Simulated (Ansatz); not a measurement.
# Data sheet: BRu (DFT)

BRu (CsCl type, Pm-3m), a = 2.6714 Å, b = 2.6714 Å, c = 2.6714 Å, α = 90.00°, β = 90.00°, γ = 90.00°.

Space group Pm-3m (No. 221), CsCl type; conventional cell a = b = c = 2.671 Å, α = β = γ = 90.00°.

Method: the program Ansatz at the PBEsol level (PAW). Structure relaxed to zero pressure with the same functional. Other levels are named where they apply.

### Cell and energy

```json
{
  "volume_per_atom": "9.53 Å³",
  "density": "9.75 g/cm³",
  "Formation energy from the elements (no fitted shifts)": "0.014 eV/atom"
}
```

### Electronic structure

```json
{
  "electronic_character": "metallic (no gap)",
  "Density of states at the Fermi level": "0.53 states/eV per atom (mean over ±0.08 eV)",
  "Gap with spin–orbit coupling": "none (metallic)"
}
```

### Mechanics

```json
{
 "Bulk modulus (Birch–Murnaghan fit)": "349 GPa",
 "Pressure derivative B′": "4.5",
 "Elastic constants (relaxed ions, GPa)": "C11 = 687, C12 = 181, C44 = 77.5",
 "mechanical_stability": "stable (all eigenvalues of C positive)",
 "hill_bulk_and_shear_moduli": "349 and 128 GPa",
 "Young's modulus": "341 GPa",
 "Poisson's ratio": "0.34",
 "debye_temperature_from_the_elastic_constants": "570 K"
}
```

### Phonons

```json
{
 "highest_zone_centre_frequency": "251 cm⁻¹",
 "zone_centre_stability": "no imaginary mode at Γ"
}
```

A made-up cell: these elements were put on the sites of a structure type; neither database checked (COD, Materials Project) lists it. Whether it is the stable phase at ambient conditions was not checked. The PBEsol relaxation kept the symmetry of its start. The run is not spin-polarised. As this level gives no gap, shear constants depend on the k-mesh and smearing (Fermi–Dirac, 0.1 eV here). As this level gives no gap, phonon frequencies hold no LO–TO term and depend on the k-mesh and smearing (Fermi–Dirac, 0.1 eV here). The references are the lowest solids computed at this level, not always the standard phases. Scalar-relativistic: spin–orbit coupling is off unless named, which matters more the heavier the elements.

Potentials: the earlier of the program's two PAW sets. The files were generated under PBE; for other functionals the program regenerates the frozen cores, and for LDA and PBEsol the local potential too.
